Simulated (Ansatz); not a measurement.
Level of theory: DFT PBE, scalar-relativistic, plane waves, PAW (Ansatz). All cells share a 420 eV cutoff and Γ-centred k meshes spaced at most about 0.3 Å⁻¹ (about 0.25 or finer for metals, 2π included). No spin polarisation in the final relaxations.

All energies are static (0 K, no zero-point motion). All come from trial cells, and lower structures may exist.

Problem. These unrelaxed guesses for Zr4B are each relaxed within their symmetry. Order them by the energy at which they end, lowest first.
1.

```cif
data_structure
_symmetry_space_group_name_H-M 'Cmmm'
_symmetry_Int_Tables_number 65
_cell_length_a 6.6149
_cell_length_b 6.9461
_cell_length_c 2.9700
_cell_angle_alpha 90.000
_cell_angle_beta 90.000
_cell_angle_gamma 90.000
_cell_volume 136.47
loop_
_atom_site_label
_atom_site_type_symbol
_atom_site_symmetry_multiplicity
_atom_site_Wyckoff_symbol
_atom_site_fract_x
_atom_site_fract_y
_atom_site_fract_z
_atom_site_occupancy
Zr1 Zr 4 j 0.50000 0.68940 0.50000 1
Zr2 Zr 4 g 0.28520 0.00000 0.00000 1
B1 B 2 a 0.00000 0.00000 0.00000 1
```

2.

```cif
data_structure
_symmetry_space_group_name_H-M 'Pm-3m'
_symmetry_Int_Tables_number 221
_cell_length_a 4.1945
_cell_length_b 4.1945
_cell_length_c 4.1945
_cell_angle_alpha 90.000
_cell_angle_beta 90.000
_cell_angle_gamma 90.000
_cell_volume 73.80
loop_
_atom_site_label
_atom_site_type_symbol
_atom_site_symmetry_multiplicity
_atom_site_Wyckoff_symbol
_atom_site_fract_x
_atom_site_fract_y
_atom_site_fract_z
_atom_site_occupancy
Zr1 Zr 3 d 0.50000 0.00000 0.00000 1
Zr2 Zr 1 b 0.50000 0.50000 0.50000 1
B1 B 1 a 0.00000 0.00000 0.00000 1
```

3.

```cif
data_structure
_symmetry_space_group_name_H-M 'P-3m1'
_symmetry_Int_Tables_number 164
_cell_length_a 2.8939
_cell_length_b 2.8939
_cell_length_c 9.3054
_cell_angle_alpha 90.000
_cell_angle_beta 90.000
_cell_angle_gamma 120.000
_cell_volume 67.49
loop_
_atom_site_label
_atom_site_type_symbol
_atom_site_symmetry_multiplicity
_atom_site_Wyckoff_symbol
_atom_site_fract_x
_atom_site_fract_y
_atom_site_fract_z
_atom_site_occupancy
Zr1 Zr 2 d 0.33333 0.66667 0.86586 1
Zr2 Zr 2 d 0.33333 0.66667 0.37680 1
B1 B 1 a 0.00000 0.00000 0.00000 1
```

4.

```cif
data_structure
_symmetry_space_group_name_H-M 'Im-3m'
_symmetry_Int_Tables_number 229
_cell_length_a 5.6657
_cell_length_b 5.6657
_cell_length_c 5.6657
_cell_angle_alpha 90.000
_cell_angle_beta 90.000
_cell_angle_gamma 90.000
_cell_volume 181.87
loop_
_atom_site_label
_atom_site_type_symbol
_atom_site_symmetry_multiplicity
_atom_site_Wyckoff_symbol
_atom_site_fract_x
_atom_site_fract_y
_atom_site_fract_z
_atom_site_occupancy
Zr1 Zr 8 c 0.25000 0.25000 0.25000 1
B1 B 2 a 0.00000 0.00000 0.00000 1
```

Solution. 3 (ends in P-3m1, 0 meV/atom), 1 (ends in Cmmm, 18 meV/atom), 2 (ends in Pm-3m, 107 meV/atom), 4 (ends in Im-3m, 0.45 eV/atom).

A magnetic state wasn't ruled out in cells without spin, among them Im-3m. With atoms moved at random, P-3m1 came back. Other cells relaxed within their symmetry can be saddle points. Some types were kept out of the candidates beforehand, so the set may lack a known form.
